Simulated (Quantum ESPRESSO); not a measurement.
```xyz
4
Lattice="1.6910 0.9763 6.4254 -1.6910 0.9763 6.4254 0.0000 -1.9526 6.4254" Properties=species:S:1:pos:R:3 pbc="T T T"
O      0.0000     0.0000    14.9402
O      0.0000     0.0000     4.3359
Rb     0.0000     0.0000     0.0000
Lu     0.0000     0.0000     9.6380
```

Cell and atoms were relaxed with PBEsol from Materials Project entry mp-7480, within its symmetry.

Question: What does norm-conserving PBEsol (Quantum ESPRESSO, 100 Ry, scalar-relativistic) give for the electronic structure near the Fermi level?

Answer: The PBEsol gap is indirect, 3.22 eV, from Γ to F; the smallest direct gap is 3.45 eV. The 4f states are in the valence at their DFT position.
